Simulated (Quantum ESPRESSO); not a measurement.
## Band energies of CaV2O6

```
CELL_PARAMETERS angstrom
      5.02630    -1.82167     0.00000
      5.02630     1.82167     0.00000
     -1.73257     0.00000     6.92459
ATOMIC_POSITIONS crystal
  O  0.75015 0.75015 0.60224
  O  0.24985 0.24985 0.39776
  O  0.35669 0.35669 0.87689
  O  0.64331 0.64331 0.12311
  O  0.08318 0.08318 0.72297
  O  0.91682 0.91682 0.27703
  Ca 0.00000 0.00000 0.00000
  V  0.23271 0.23271 0.66953
  V  0.76729 0.76729 0.33047
```

PBEsol (pw.x of Quantum ESPRESSO, ONCV potentials, without SOC); path ΓYFLI,I1ZF1,YX1,XΓN,MΓ; energies in eV from the valence-band maximum.

```csv
k (1/Å),point,band 32,band 33,band 34,band 35,band 36,band 37,band 38,band 39
0.00,Γ,-1.12,-0.97,-0.95,-0.32,-0.27,3.01,3.05,4.02
0.59,,-1.28,-1.01,-0.96,-0.32,-0.15,2.85,3.19,3.76
0.98,Y,-1.07,-1.03,-0.80,-0.55,0.00,2.76,3.29,3.81
1.44,F,-1.13,-1.02,-0.89,-0.40,-0.20,3.01,3.05,3.88
2.27,L,-1.09,-1.01,-1.00,-0.26,-0.25,2.99,3.07,3.81
3.06,I,-0.91,-0.60,-0.53,-0.35,-0.35,2.78,2.90,3.77
3.06,I1,-0.91,-0.60,-0.53,-0.35,-0.35,2.78,2.90,3.77
3.62,,-1.29,-0.89,-0.73,-0.16,-0.14,2.96,3.07,3.48
4.00,Z,-1.12,-1.03,-1.01,-0.35,-0.13,2.83,3.20,3.73
4.33,,-1.26,-1.01,-0.97,-0.32,-0.15,2.85,3.19,3.75
4.98,F1,-1.13,-1.02,-0.89,-0.40,-0.20,3.01,3.05,3.88
4.98,Y,-1.07,-1.03,-0.80,-0.55,0.00,2.76,3.29,3.81
5.57,X1,-0.81,-0.52,-0.41,-0.34,-0.24,2.81,2.86,3.58
5.57,X,-0.81,-0.52,-0.41,-0.34,-0.24,2.81,2.86,3.58
6.14,,-1.13,-0.66,-0.42,-0.24,-0.15,2.84,2.92,3.58
6.70,Γ,-1.12,-0.97,-0.95,-0.32,-0.27,3.01,3.05,4.02
6.87,,-1.11,-1.03,-0.87,-0.31,-0.24,3.02,3.06,3.81
7.53,,-0.74,-0.72,-0.58,-0.42,-0.16,2.81,2.89,3.65
7.70,N,-0.90,-0.64,-0.61,-0.39,-0.22,2.81,2.89,3.69
7.70,M,-0.79,-0.75,-0.44,-0.22,-0.19,2.76,2.87,3.82
8.00,,-1.20,-0.53,-0.42,-0.29,-0.14,2.83,2.91,3.58
8.62,Γ,-1.12,-0.97,-0.95,-0.32,-0.27,3.01,3.05,4.02
```

The PBEsol gap is direct, 2.76 eV at Y. Another conduction extremum on the path lies within 0.02 eV, too close to call.

The 3d shell has no Hubbard U; the runs are without spin polarisation, and magnetic order was not tried.

Geometry of the Materials Project entry, not relaxed at this level.

The structure is a Materials Project entry; no match was found in the copy of COD used, and its stability was not checked.
